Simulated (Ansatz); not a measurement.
C (diamond)

```yaml
crystal:
  lattice:
    - [0.00000, 3.57157, 3.57157]
    - [1.78578, 1.78578, 3.57157]
    - [1.78578, 1.78578, 0.00000]
  atoms:
    - { symbol: C, position: [0.00000, 0.50000, 0.50000] }
    - { symbol: C, position: [0.50000, 0.50000, 0.50000] }
    - { symbol: C, position: [0.00000, 0.75000, 0.75000] }
    - { symbol: C, position: [0.50000, 0.75000, 0.75000] }
```

A phonon eigenvector at X = (0.5, 0.5, 0.0) is frozen into this cell: atom i moves by Q times the vector below, so Q is the largest atomic displacement, in Å. The cell is held. It is one choice among 2 degenerate patterns. (q is in reciprocal vectors of the primitive cell; the cell shown is doubled to hold the pattern.)

```csv
atom,x,y,z
C1,-0.383,-0.924,0.000
C2,0.383,0.924,0.000
C3,-0.924,-0.383,0.000
C4,0.924,0.383,0.000
```

Computed with PBE (plane waves to 420 eV, PAW, scalar-relativistic; Ansatz, an electronic-structure program). k mesh 16×16×16 (Γ-centred), Fermi-Dirac smearing 0.05 eV. The energy includes the smearing's −TS. C was relaxed with its symmetry unable to fall. ΔE is measured from the undisplaced structure.

Problem. Predict the ΔE (meV/cell) at Q (Å) = -0.120, -0.090, -0.030, 0.060, 0.090.

Solution. 
```tsv
Q (Å)	ΔE (meV/cell)
-0.120	775
-0.090	436
-0.030	48
0.060	194
0.090	436
```

(For displaced atoms, the force is minus the slope of the energy, and its curvature is a force constant, which sets phonon frequencies.)
